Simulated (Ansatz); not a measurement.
Input for Ansatz (plane-wave DFT, PAW):

```yaml
crystal:
  lattice:
    - [6.7580001391, 0.0, 0.0]
    - [-3.3790000695, 5.8525997992, 0.0]
    - [0.0, 0.0, 3.851708]
  atoms:
    - { symbol: Tl, position: [0.0, 0.5, 0.0] }
    - { symbol: Tl, position: [0.5, 0.0, 0.0] }
    - { symbol: Tl, position: [0.5, 0.5, 0.0] }
    - { symbol: Pt, position: [0.0, 0.0, 0.0] }
    - { symbol: Pt, position: [0.66666667, 0.33333333, 0.5] }
    - { symbol: Pt, position: [0.33333333, 0.66666667, 0.5] }
basis:
  ecutwfc: 420
kpoints:
  mp_grid: { grid: [6, 6, 10] }
hamiltonian:
  xc: pbe
scf:
  occupations: { method: gaussian, width: 0.1 }
output:
  forces: true
  stress: true
  eigenvalues: true
  write_density: true
  write_potential: true
  elf: true
  volumetric_format: npy
relax:
  adjacent_minimum: "off"
  f_tol: 0.005
  max_steps: 80
  cell: { stress_tol: 0.05 }
```

Run as
```bash
ansatz run input.yaml --threads 2 --pin off --max-ram 5120MiB --backend cpu --events-out ev --progress --plain --runs-dir out
```

These are results of DFT PBE, scalar-relativistic, plane waves, PAW (Ansatz 0.2.0), not measurements.

From the run's log, abridged:

```
Pseudopotentials: kind: paw
Pseudopotential: Tl, paw, valence charge 13, recommended cutoff 420 eV (normal)
Pseudopotential: Pt, paw, valence charge 18, recommended cutoff 420 eV (normal)
Functional definition: PBE
Crystal: 6 atoms, lattice volume = 152.342 Å³
Basis set: ecut = 420 eV, 2989 PW (Γ), exchange–correlation on 96×96×54 points (8 copies of the dense FFT grid, shifted against one another)
Bands: 56, of which v1, the nominal top of the filled ones, is band 47 counted from 1 (46 counted from 0)
Symmetry: 24 space group operations
Space group: P6/mmm (ITA 191), of the structure as read, at distance tolerance 5.3e-5 Å
k-points: 42 of 360
Initial density: superposition of atomic densities (neutral atoms: chi_scale 0, normalization atom), corrected by the library's trained network
Initial wavefunctions: pseudopotential atomic-orbital guess
Functional: x = pbe(κ = 0.804, μ = 0.21951497), c = pbe(β = 0.06672455)
SCF iter   1: F=—  HF=-71898.295983 eV  |F-HF|=—  |Δ(HF+E_count)|=         —  Δρ=5.50e-3  dr2=1.75e-1  ethr=1.77e-3  ⟨swp⟩=6.1  Hψ=8418  notcnv=0  defer=11
SCF iter   2: F=—  HF=-71898.280758 eV  |F-HF|=—  |Δ(HF+E_count)|=   1.52e-2  Δρ=2.30e-3  dr2=6.67e-3  ethr=1.88e-4  ⟨swp⟩=1.1  Hψ=2735  notcnv=0  defer=22
SCF iter   3: F=—  HF=-71898.280110 eV  |F-HF|=—  |Δ(HF+E_count)|=   6.48e-4  Δρ=1.55e-3  dr2=6.29e-3  ethr=7.17e-6  ⟨swp⟩=2.0  Hψ=4112  notcnv=0  defer=22
SCF iter   4: F=—  HF=-71898.279436 eV  |F-HF|=—  |Δ(HF+E_count)|=   6.74e-4  Δρ=2.45e-4  dr2=9.66e-5  ethr=6.77e-6  ⟨swp⟩=2.0  Hψ=2909  notcnv=0  defer=22
SCF iter   5: F=—  HF=-71898.279416 eV  |F-HF|=—  |Δ(HF+E_count)|=   1.96e-5  Δρ=5.08e-5  dr2=4.29e-6  ethr=1.04e-7  ⟨swp⟩=2.0  Hψ=3956  notcnv=0  defer=22
SCF iter   6: F=—  HF=-71898.279417 eV  |F-HF|=—  |Δ(HF+E_count)|=   3.24e-7  Δρ=1.44e-5  dr2=3.18e-7  ethr=4.61e-9  ⟨swp⟩=2.2  Hψ=3715  notcnv=0  defer=22
SCF iter   7: F=-71898.279417 eV  HF=-71898.279417 eV  |F-HF|=4.92e-9  |Δ(HF+E_count)|=   1.01e-7  Δρ=2.24e-6  dr2=4.67e-9  ethr=1.08e-10  ⟨swp⟩=12.9  Hψ=15398  notcnv=0
SCF 1 converged in 7 iterations: F = -71898.279417 eV  dr2 = 4.67e-9
relax step   1: F+E_penalty+E_count = -71898.27941671 eV  Δ(F+E_penalty+E_count) = +0.000e0 eV  max|allowed force component| = 6.939e-18 eV/Å  Δτ_max = 0.0000 Å  P = -0.038 GPa  Ω = 152.342 Å³  (7 SCF iters, dr2 threshold 1.00e-7 eV, accepted)
Crystal: 6 atoms, lattice volume = 152.095 Å³
Initial density: handed on by an earlier stage of this run
Initial wavefunctions: those handed on with the density
SCF iter   1: F=—  HF=-71898.282933 eV  |F-HF|=—  |Δ(HF+E_count)|=         —  Δρ=5.48e-4  dr2=4.05e-4  ethr=8.31e-7  ⟨swp⟩=2.9  Hψ=11629  notcnv=0
SCF iter   2: F=—  HF=-71898.282905 eV  |F-HF|=—  |Δ(HF+E_count)|=   2.88e-5  Δρ=2.31e-4  dr2=6.71e-5  ethr=4.36e-7  ⟨swp⟩=2.0  Hψ=3845  notcnv=0
SCF iter   3: F=—  HF=-71898.282900 eV  |F-HF|=—  |Δ(HF+E_count)|=   4.83e-6  Δρ=8.04e-5  dr2=1.07e-5  ethr=7.22e-8  ⟨swp⟩=2.0  Hψ=4223  notcnv=0
SCF iter   4: F=—  HF=-71898.282899 eV  |F-HF|=—  |Δ(HF+E_count)|=   1.14e-6  Δρ=2.36e-5  dr2=5.59e-7  ethr=1.15e-8  ⟨swp⟩=2.0  Hψ=3910  notcnv=0
SCF iter   5: F=-71898.282899 eV  HF=-71898.282899 eV  |F-HF|=4.50e-8  |Δ(HF+E_count)|=   6.97e-8  Δρ=5.16e-6  dr2=7.09e-8  ethr=3.50e-10  ⟨swp⟩=8.9  Hψ=14469  notcnv=0
SCF 2 converged in 5 iterations: F = -71898.282899 eV  dr2 = 7.09e-8
relax step   2: F+E_penalty+E_count = -71898.28289860 eV  Δ(F+E_penalty+E_count) = -3.482e-3 eV  max|allowed force component| = 1.927e-17 eV/Å  Δτ_max = 0.0000 Å  P = -0.125 GPa  Ω = 152.095 Å³  energy of the carried Pulay correction = +4.219e-5 eV  (5 SCF iters, dr2 threshold 3.26e-7 eV, accepted)
Crystal: 6 atoms, lattice volume = 144.332 Å³
Basis set: ecut = 420 eV, 2833 PW (Γ), exchange–correlation on 96×96×54 points (8 copies of the dense FFT grid, shifted against one another)
SCF iter   1: F=—  HF=-71898.280326 eV  |F-HF|=—  |Δ(HF+E_count)|=         —  Δρ=6.97e-3  dr2=7.54e-2  ethr=8.17e-5  ⟨swp⟩=1.6  Hψ=11720  notcnv=0
SCF iter   2: F=—  HF=-71898.278111 eV  |F-HF|=—  |Δ(HF+E_count)|=   2.22e-3  Δρ=5.74e-3  dr2=5.67e-2  ethr=8.11e-5  ⟨swp⟩=2.0  Hψ=4256  notcnv=0
SCF iter   3: F=—  HF=-71898.267246 eV  |F-HF|=—  |Δ(HF+E_count)|=   1.09e-2  Δρ=1.08e-3  dr2=1.82e-3  ethr=6.09e-5  ⟨swp⟩=2.0  Hψ=4084  notcnv=0
SCF iter   4: F=—  HF=-71898.267025 eV  |F-HF|=—  |Δ(HF+E_count)|=   2.21e-4  Δρ=2.67e-4  dr2=1.49e-4  ethr=1.95e-6  ⟨swp⟩=2.1  Hψ=4080  notcnv=0
SCF iter   5: F=—  HF=-71898.267052 eV  |F-HF|=—  |Δ(HF+E_count)|=   2.74e-5  Δρ=5.31e-5  dr2=7.69e-6  ethr=1.60e-7  ⟨swp⟩=2.0  Hψ=2843  notcnv=0
SCF iter   6: F=—  HF=-71898.267053 eV  |F-HF|=—  |Δ(HF+E_count)|=   4.55e-7  Δρ=2.04e-5  dr2=9.84e-7  ethr=8.27e-9  ⟨swp⟩=2.3  Hψ=3270  notcnv=0
SCF iter   7: F=-71898.267053 eV  HF=-71898.267053 eV  |F-HF|=4.79e-8  |Δ(HF+E_count)|=   1.27e-8  Δρ=5.97e-6  dr2=8.16e-8  ethr=2.08e-10  ⟨swp⟩=11.8  Hψ=15932  notcnv=0
SCF 3 converged in 7 iterations: F = -71898.267053 eV  dr2 = 8.16e-8
relax step   3: F+E_penalty+E_count = -71898.26705289 eV  Δ(F+E_penalty+E_count) = +1.585e-2 eV  max|allowed force component| = 1.156e-17 eV/Å  Δτ_max = 0.0000 Å  P = +2.069 GPa  Ω = 144.332 Å³  energy of the carried Pulay correction = +2.433e-3 eV  (7 SCF iters, dr2 threshold 1.93e-7 eV, rejected (line search))
Crystal: 6 atoms, lattice volume = 151.204 Å³
Basis set: ecut = 420 eV, 2941 PW (Γ), exchange–correlation on 96×96×54 points (8 copies of the dense FFT grid, shifted against one another)
SCF iter   1: F=—  HF=-71898.298055 eV  |F-HF|=—  |Δ(HF+E_count)|=         —  Δρ=5.01e-3  dr2=4.62e-2  ethr=4.78e-5  ⟨swp⟩=1.5  Hψ=11773  notcnv=0
SCF iter   2: F=—  HF=-71898.292742 eV  |F-HF|=—  |Δ(HF+E_count)|=   5.31e-3  Δρ=3.33e-3  dr2=1.62e-2  ethr=4.78e-5  ⟨swp⟩=2.0  Hψ=3945  notcnv=0
SCF iter   3: F=—  HF=-71898.289680 eV  |F-HF|=—  |Δ(HF+E_count)|=   3.06e-3  Δρ=7.83e-4  dr2=1.23e-3  ethr=1.74e-5  ⟨swp⟩=2.0  Hψ=4088  notcnv=0
SCF iter   4: F=—  HF=-71898.289510 eV  |F-HF|=—  |Δ(HF+E_count)|=   1.71e-4  Δρ=1.94e-4  dr2=5.34e-5  ethr=1.32e-6  ⟨swp⟩=2.0  Hψ=2669  notcnv=0
SCF iter   5: F=—  HF=-71898.289515 eV  |F-HF|=—  |Δ(HF+E_count)|=   5.93e-6  Δρ=4.18e-5  dr2=3.18e-6  ethr=5.74e-8  ⟨swp⟩=2.0  Hψ=3823  notcnv=0
SCF iter   6: F=—  HF=-71898.289524 eV  |F-HF|=—  |Δ(HF+E_count)|=   8.08e-6  Δρ=8.07e-6  dr2=8.87e-8  ethr=3.41e-9  ⟨swp⟩=2.0  Hψ=2686  notcnv=0
SCF iter   7: F=—  HF=-71898.289524 eV  |F-HF|=—  |Δ(HF+E_count)|=   5.25e-8  Δρ=2.18e-6  dr2=8.31e-9  ethr=9.54e-11  ⟨swp⟩=2.0  Hψ=3160  notcnv=0
SCF iter   8: F=—  HF=-71898.289524 eV  |F-HF|=—  |Δ(HF+E_count)|=   5.08e-9  Δρ=8.19e-7  dr2=1.10e-9  ethr=8.94e-12  ⟨swp⟩=2.0  Hψ=3778  notcnv=0
SCF iter   9: F=—  HF=-71898.289524 eV  |F-HF|=—  |Δ(HF+E_count)|=  2.33e-10  Δρ=2.23e-7  dr2=7.98e-11  ethr=1.19e-12  ⟨swp⟩=2.0  Hψ=3783  notcnv=0
SCF iter  10: F=-71898.289524 eV  HF=-71898.289524 eV  |F-HF|=4.37e-11  |Δ(HF+E_count)|=  4.37e-11  Δρ=6.74e-8  dr2=1.32e-11  ethr=1.00e-12  ⟨swp⟩=6.2  Hψ=9759  notcnv=0
the search or the solves at the SCF's close seem to have found levels that the self-consistency loop had missed (the run counts 1). By its estimate they hold under 1e-12 electrons; where the run keeps them, the occupations were computed again with them
SCF 4 converged in 10 iterations: F = -71898.289524 eV  dr2 = 1.32e-11
relax step   4: F+E_penalty+E_count = -71898.28952359 eV  Δ(F+E_penalty+E_count) = -6.625e-3 eV  max|allowed force component| = 4.626e-18 eV/Å  Δτ_max = 0.0000 Å  P = -0.419 GPa  Ω = 151.204 Å³  energy of the carried Pulay correction = +1.996e-4 eV  (10 SCF iters, accepted)
Crystal: 6 atoms, lattice volume = 149.479 Å³
Basis set: ecut = 420 eV, 2893 PW (Γ), exchange–correlation on 96×96×54 points (8 copies of the dense FFT grid, shifted against one another)
SCF iter   1: F=—  HF=-71898.292926 eV  |F-HF|=—  |Δ(HF+E_count)|=         —  Δρ=1.54e-3  dr2=3.78e-3  ethr=6.13e-6  ⟨swp⟩=2.0  Hψ=10572  notcnv=0
SCF iter   2: F=—  HF=-71898.292641 eV  |F-HF|=—  |Δ(HF+E_count)|=   2.85e-4  Δρ=1.12e-3  dr2=1.95e-3  ethr=4.07e-6  ⟨swp⟩=2.0  Hψ=3949  notcnv=0
SCF iter   3: F=—  HF=-71898.292255 eV  |F-HF|=—  |Δ(HF+E_count)|=   3.86e-4  Δρ=2.32e-4  dr2=9.35e-5  ethr=2.09e-6  ⟨swp⟩=2.0  Hψ=3927  notcnv=0
SCF iter   4: F=—  HF=-71898.292279 eV  |F-HF|=—  |Δ(HF+E_count)|=   2.36e-5  Δρ=5.68e-5  dr2=5.14e-6  ethr=1.01e-7  ⟨swp⟩=2.3  Hψ=3893  notcnv=0
SCF iter   5: F=-71898.292279 eV  HF=-71898.292279 eV  |F-HF|=2.59e-8  |Δ(HF+E_count)|=   1.53e-7  Δρ=1.05e-5  dr2=1.69e-7  ethr=4.90e-10  ⟨swp⟩=8.0  Hψ=16545  notcnv=0
SCF 5 converged in 5 iterations: F = -71898.292279 eV  dr2 = 1.69e-7
relax step   5: F+E_penalty+E_count = -71898.29227882 eV  Δ(F+E_penalty+E_count) = -2.755e-3 eV  max|allowed force component| = 3.855e-18 eV/Å  Δτ_max = 0.0000 Å  P = +0.004 GPa  Ω = 149.479 Å³  energy of the carried Pulay correction = +7.222e-4 eV  (5 SCF iters, dr2 threshold 4.56e-7 eV, accepted)
Basis set: ecut = 420 eV, 2893 PW (Γ), exchange–correlation on 90×90×54 points (8 copies of the dense FFT grid, shifted against one another)
Initial wavefunctions: pseudopotential atomic-orbital guess (no wavefunctions were taken with the density)
SCF iter   1: F=—  HF=-71898.291461 eV  |F-HF|=—  |Δ(HF+E_count)|=         —  Δρ=1.03e-4  dr2=2.26e-6  ethr=1.29e-7  ⟨swp⟩=3.3  Hψ=14644  notcnv=0
SCF iter   2: F=—  HF=-71898.291512 eV  |F-HF|=—  |Δ(HF+E_count)|=   5.12e-5  Δρ=1.85e-5  dr2=2.76e-7  ethr=2.43e-9  ⟨swp⟩=2.0  Hψ=4311  notcnv=0
SCF iter   3: F=—  HF=-71898.291512 eV  |F-HF|=—  |Δ(HF+E_count)|=   7.86e-8  Δρ=5.23e-6  dr2=3.02e-8  ethr=2.97e-10  ⟨swp⟩=2.0  Hψ=4295  notcnv=0
SCF iter   4: F=—  HF=-71898.291512 eV  |F-HF|=—  |Δ(HF+E_count)|=  9.75e-10  Δρ=9.47e-7  dr2=1.46e-9  ethr=3.25e-11  ⟨swp⟩=2.0  Hψ=3803  notcnv=0
SCF iter   5: F=—  HF=-71898.291512 eV  |F-HF|=—  |Δ(HF+E_count)|=  3.64e-10  Δρ=2.76e-7  dr2=1.65e-10  ethr=1.57e-12  ⟨swp⟩=3.0  Hψ=4520  notcnv=0
SCF iter   6: F=-71898.291512 eV  HF=-71898.291512 eV  |F-HF|=1.46e-11  |Δ(HF+E_count)|=  4.37e-11  Δρ=1.10e-7  dr2=3.12e-11  ethr=1.00e-12  ⟨swp⟩=6.3  Hψ=10547  notcnv=0
SCF 6 converged in 6 iterations: F = -71898.291512 eV  dr2 = 3.12e-11
SCF converged after 6 iterations
Free energy (F): -71898.291512 eV
Harris-Foulkes:  -71898.291512 eV  (|F-HF|=1.46e-11)
Internal energy: -71898.267921 eV  (E = F + TS)
E sigma→0 (E₀):  -71898.279717 eV
Entropy (-TS):   -0.023592 eV (-3.932 meV/atom)
Fermi energy:    11.857266 eV
--- Per-component energies (eV) ---
  E_band       = -861.308568
  E_kinetic    = 2927.892281
  E_local      = -9908.601868  (includes V_loc(G=0)·N_el)
  E_nonlocal   = 1557.567637
  E_hartree    = 3797.665019
  E_xc         = -1470.126258
  E_vxc        = -1325.929023  (∫ρ·V_xc dr)
  E_paw        = -58869.709930  (= ΣΔE_a)
  E_vpaw       = -1707.568200  (= ΣTr[D̂ρ^β])
  E_aug_tail   = 0.000691  (compensation charges beyond the density's cutoff)
  E_ewald      = -9932.955493
  E_smearing   = -0.023592  (= −TS)
--- Forces (eV/Å), atoms counted from 1 ---
  atom   1  Tl     0.00000000     0.00000000     0.00000000
  atom   2  Tl     0.00000000     0.00000000     0.00000000
  atom   3  Tl     0.00000000     0.00000000     0.00000000
  atom   4  Pt     0.00000000     0.00000000     0.00000000
  atom   5  Pt     0.00000000     0.00000000     0.00000000
  atom   6  Pt     0.00000000     0.00000000     0.00000000
--- Stress (GPa, compression-positive) ---
       -0.002405       0.000000       0.000000
        0.000000      -0.002405       0.000000
        0.000000       0.000000       0.008307
  P = ⅓ Tr σ = 0.0012 GPa (0.012 kbar)
--- Band table (eV; the first three rows and the last of 42) ---
  k-point 0: bands = ["-85.8731", "-85.8730", "-84.5205", "-40.3426", "-40.3417", "-40.0619", "-40.0619", "-40.0578", "-40.0578", "-38.8278", "-38.8278", "-38.7179", "-0.4054", "0.0944", "0.0944", "0.1592", "0.2198", "0.2198", "0.2690", "0.5134", "0.5134", "0.6423", "0.6423", "0.7212", "0.7212", "0.7408", "0.9820", "2.3972", "6.1738", "6.3386", "6.3386", "8.6010", "8.6010", "8.9988", "8.9988", "9.1341", "9.9792", "9.9792", "10.1189", "10.1189", "10.4992", "10.6380", "11.1492", "11.1492", "11.3804", "11.3804", "11.6035", "11.6254", "11.6254", "13.5260", "17.2775", "18.3797", "18.3797", "18.4327", "20.1282", "20.1282"]
  k-point 1: bands = ["-85.8731", "-85.8730", "-84.5205", "-40.3427", "-40.3421", "-40.0618", "-40.0618", "-40.0579", "-40.0579", "-38.8278", "-38.8278", "-38.7180", "-0.3803", "0.0968", "0.0968", "0.1209", "0.2342", "0.2342", "0.2912", "0.5203", "0.5203", "0.6327", "0.6327", "0.7268", "0.7268", "0.7366", "0.9822", "2.4892", "6.2997", "6.2997", "6.3566", "8.6785", "8.6785", "9.0298", "9.0298", "9.1092", "9.7572", "9.7572", "10.1507", "10.1507", "10.5131", "10.7002", "11.1102", "11.1102", "11.3976", "11.3976", "11.5134", "11.8706", "11.8706", "12.7504", "18.3526", "18.3712", "18.3712", "18.5142", "18.5142", "18.5262"]
  k-point 2: bands = ["-85.8731", "-85.8730", "-84.5205", "-40.3432", "-40.3430", "-40.0616", "-40.0616", "-40.0580", "-40.0580", "-38.8278", "-38.8278", "-38.7185", "-0.3155", "0.0257", "0.1009", "0.1009", "0.2723", "0.2723", "0.3465", "0.5368", "0.5368", "0.6081", "0.6081", "0.7257", "0.7458", "0.7458", "0.9828", "2.7699", "6.2152", "6.2152", "6.8798", "8.8328", "8.8328", "8.9798", "8.9798", "8.9898", "9.4789", "9.4789", "10.2782", "10.2782", "10.5346", "10.5387", "11.0450", "11.0450", "11.0962", "11.4646", "11.4646", "12.1150", "12.3059", "12.3059", "16.5796", "16.6764", "16.6764", "18.7233", "18.7233", "18.7755"]
  k-point 41: bands = ["-85.8730", "-85.8730", "-84.5205", "-40.3448", "-40.3448", "-40.0613", "-40.0596", "-40.0596", "-40.0580", "-38.8277", "-38.8277", "-38.7198", "0.0883", "0.0883", "0.2184", "0.2326", "0.2326", "0.4239", "0.4967", "0.5194", "0.5194", "0.5668", "0.6005", "0.6005", "0.6487", "0.6487", "0.7467", "4.9064", "4.9064", "5.4795", "8.0645", "8.0645", "8.7904", "8.7904", "8.8250", "8.8690", "9.6185", "9.6185", "10.0482", "10.0482", "10.0767", "10.3188", "10.6803", "10.6803", "11.1688", "11.1688", "11.8632", "11.9844", "12.7250", "14.9682", "14.9682", "16.3283", "16.8174", "16.8174", "17.3509", "17.3509"]
--- Relaxed structure (5 steps of the walk, 4 accepted, 1 SCFs on fresh bases) ---
  F+E_penalty+E_count = -71898.29151235 eV   max|allowed force component| = 1.041e-17 eV/Å   (the final SCF, on the basis selected at the relaxed cell)
  cell:  # Å, volume = 149.4786 Å³
    - [6.57682543, 0.0, 0.0]
    - [-3.28841271, 5.69569790, 0.0]
    - [0.0, 0.0, 3.99039507]
  atoms:
    - { symbol: Tl, position: [0.0, 0.5, 0.0] }
    - { symbol: Tl, position: [0.5, 0.0, 0.0] }
    - { symbol: Tl, position: [0.5, 0.5, 0.0] }
    - { symbol: Pt, position: [0.0, 0.0, 0.0] }
    - { symbol: Pt, position: [0.66666666, 0.33333333, 0.5] }
    - { symbol: Pt, position: [0.33333333, 0.66666666, 0.5] }
```

The relaxation met its thresholds.

Time: 120 s on 2 threads of Arm Neoverse N1, on a shared host, peak memory 0.6 GiB.

Spin–orbit coupling is left out, which can shift energies with elements as heavy as these.